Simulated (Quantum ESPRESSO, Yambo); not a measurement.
# G0W0 results for YSF

```xyz
12
Lattice="4.0318 0.0000 0.0000 -2.0159 3.4916 0.0000 0.0000 0.0000 16.7198" Properties=species:S:1:pos:R:3 pbc="T T T"
F      0.0000     2.3278    12.5399
F      2.0159     1.1639     4.1800
F      0.0000     0.0000    12.5399
F      0.0000     0.0000     4.1800
S      2.0159     1.1639     9.8000
S      0.0000     2.3278     6.9198
S      0.0000     2.3278     1.4401
S      2.0159     1.1639    15.2797
Y      2.0159     1.1639    12.5399
Y      0.0000     2.3278     4.1800
Y      0.0000     0.0000     8.3599
Y      0.0000     0.0000     0.0000
```

The geometry is that of Materials Project entry mp-3632, symmetrised and not relaxed again.

Starting point: norm-conserving PBEsol (Quantum ESPRESSO, 84 Ry, no spin-orbit coupling). G0W0 in Yambo: 3×3×1 Γ-centred k mesh, bands 5 to 346 and a 7 Ry block in the screening, 346 bands in G with the Bruneval-Gonze terminator, plasmon pole fitted at 27.2 eV.

```yaml
PBEsol gap along the band path: 2.44 eV
PBEsol gap between the mesh's edge points (Γ → (0, 0.333, 0)): 2.65 eV
G0W0 gap between the same points: 4.50 eV
PBEsol smallest direct gap on the mesh (at (0, 0.333, 0)): 3.22 eV
G0W0 direct gap at that point: 5.07 eV
estimate of the fundamental G0W0 gap (path gap plus the correction; the mesh misses a band edge): 4.29 eV
```

```tsv
k point	band	E PBEsol (eV)	E QP (eV)	shift (eV)	Z
Γ	VB	0.00	-1.00	-1.00	0.79
Γ	CB	3.42	4.45	1.03	0.81
(0, 0.333, 0)	VB	-0.57	-1.57	-1.00	0.79
(0, 0.333, 0)	CB	2.65	3.51	0.86	0.82
K	VB	-0.94	-1.99	-1.05	0.79
K	CB	3.64	4.65	1.01	0.82
```

Energies count from the PBEsol valence-band maximum.

Nearest settings tried, and what they do to the gap: 226 bands in W, 226 bands in G: +3 meV; 6 Ry block (379 vectors against 549): -42 meV. Not varied: mesh. So the settings aren't converged at that level.
